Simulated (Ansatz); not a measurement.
HfC (CsCl type, space group No. 221) at seven volumes, plane-wave PAW r²SCAN (Ansatz code), scaled uniformly. One row is withheld.

```json
[
 {"V (Å³/atom)": "10.953", "P (GPa)": "24.66"},
 {"V (Å³/atom)": "11.314", "P (GPa)": "15.13"},
 {"V (Å³/atom)": "11.675", "P (GPa)": "6.98"},
 {"V (Å³/atom)": "12.036", "P (GPa)": "0.00"},
 {"V (Å³/atom)": "12.397", "P (GPa)": "-6.00"},
 {"V (Å³/atom)": "12.758", "P (GPa)": "-11.17"},
 {"V (Å³/atom)": "13.119", "P (GPa)": "?"}
]
```

### Question
Fit the shown pressures and predict the withheld one.

### Answer
P = (3/2)B₀(x^(7/2) − x^(5/2))[1 + (3/4)(B′ − 4)(x − 1)] with x = (V₀/V)^(2/3). Least squares on the six rows gives V₀ = 12.036 Å³/atom, B₀ = 216 GPa, B′ = 4.08. At V = 13.119, x = 0.9442 and P = -15.61 GPa. The run itself gave -15.61 GPa.

Space group Pm-3m (CsCl type). The cell is a constructed one: a structure type filled with these elements; neither database checked (COD, Materials Project) lists it. It is not the phase usual at ambient conditions (space group No. 225). Symmetry was held in the r²SCAN relaxation. At this level the phase is mechanically unstable. No spin polarisation was allowed. Scalar-relativistic: spin–orbit coupling is off unless named, which matters more the heavier the elements.

Potentials: the earlier of the program's two PAW sets.
